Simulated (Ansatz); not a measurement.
Given:

CdF$_{2}$:
Space group Fm-3m (No. 225); a = b = c = 5.384 Å, α = β = γ = 90.00°

```tsv
atom	site	symmetry	x	y	z
Cd	4a	m-3m	0.0000	0.0000	0.0000
F	8c	-43m	0.2500	0.2500	0.2500
```
(The calculation used a cell of 3 atoms; values per cell refer to that cell.)

This is the PBEsol-relaxed structure.

Task: All from DFT-PBEsol in the program Ansatz with PAW potentials, unless another level is named. Estimate the band gap.

Result: 2.94 eV (indirect).

Task: Give the conduction-band minimum.

Result: at Γ.

Task: Give the valence-band maximum.

Result: at W.

The cell was relaxed with PBEsol under the symmetry of its start. Scalar-relativistic: spin–orbit coupling is off unless named, which matters more the heavier the elements.

Potentials: the later of the program's two PAW sets.
